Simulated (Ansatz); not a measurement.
## MnPt$_{2}$: which magnetic state is lowest?

Method: DFT PBE, scalar-relativistic, plane waves, PAW (Ansatz).

```
CELL_PARAMETERS angstrom
2.85840 0.00000 0.00000
-1.42920 2.47545 0.00000
0.00000 0.00000 6.53250
ATOMIC_POSITIONS crystal
Mn 0.00000 0.00000 0.00000
Pt 0.33333 0.66667 0.68379
Pt 0.66667 0.33333 0.31621
```

```json
{"plane-wave cutoff": "420 eV", "Γ-centred k-mesh": "18×18×8", "occupation rule": "Gaussian smearing, 0.1 eV", "list of starting moments (μB, in atom order)": "4 1 1", "check for lower electronic states after the SCF": "off"}
```

Each order was relaxed in cell and atoms. Spin–orbit coupling is left out, which for heavy magnetic ions can matter as much as these differences. Site moments are spin moments in atom-centred spheres that scale with the neighbour distance. The states are those that the runs reached from these starts; a lower one can exist. No antiferromagnetic start is among these.

Question: Starts tried: no spin; ferromagnetic. Which state comes out lowest, and what are the moments?

Answer: The lowest state is ferromagnetic, reached from the start “ferromagnetic”, with site moments (μB) Mn +3.74, Pt +0.32 (×2).

| start | ends | energy above lowest (meV/atom) | site moments (μB) | gap on mesh (eV) | volume (Å³/atom) |
| --- | --- | --- | --- | --- | --- |
| no spin | non-magnetic | 183 | none over 0.05 | metal | 14.16 |
| ferromagnetic | ferromagnetic | 0.00 | Mn +3.74, Pt +0.32 (×2) | metal | 15.36 |

Cost: 2 runs of about 3.1 core-minutes in all, on Intel Xeon 6975P-C (Granite Rapids) (shared hosts).